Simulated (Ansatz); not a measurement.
GaAs:
Space group P4/mmm (No. 123); a = b = 2.6426 Å, c = 5.3566 Å, α = β = γ = 90.00°

```csv
atom,site,symmetry,x,y,z
Ga,1b,4/mmm,0.0000,0.0000,0.5000
As,1a,4/mmm,0.0000,0.0000,0.0000
```

Relaxed at zero pressure with LDA in the plane-wave PAW code Ansatz.

### Question
The volume is lowered by 9 % and shape and atoms relax at that volume. What pressure results, and how do the axes share the change?

### Answer
9.1 GPa; a -3.0 %, b -3.0 %, c -3.3 %; the energy rises by 44 meV/atom.

### Question
Give the new structure.

### Answer

Space group P4/mmm (No. 123); a = b = 2.563 Å, c = 5.182 Å, α = β = γ = 90.00°

```
atom  site  symmetry       x       y       z
----  ----  --------  ------  ------  ------
Ga      1b     4/mmm  0.0000  0.0000  0.5000
As      1a     4/mmm  0.0000  0.0000  0.0000
```

The phase is kept; no other phase was compared at this pressure.

The workflow started from a Materials Project entry (that database holds measured and hypothetical structures alike); the Crystallography Open Database copy checked does not list it. It is not the phase usual at ambient conditions (space group No. 216). The LDA relaxation kept the symmetry of its start; its stability against distortions is not shown here.

Potentials: the earlier of the program's two PAW sets. The files were generated under PBE; for other functionals the program regenerates the frozen cores, and for LDA and PBEsol the local potential too.
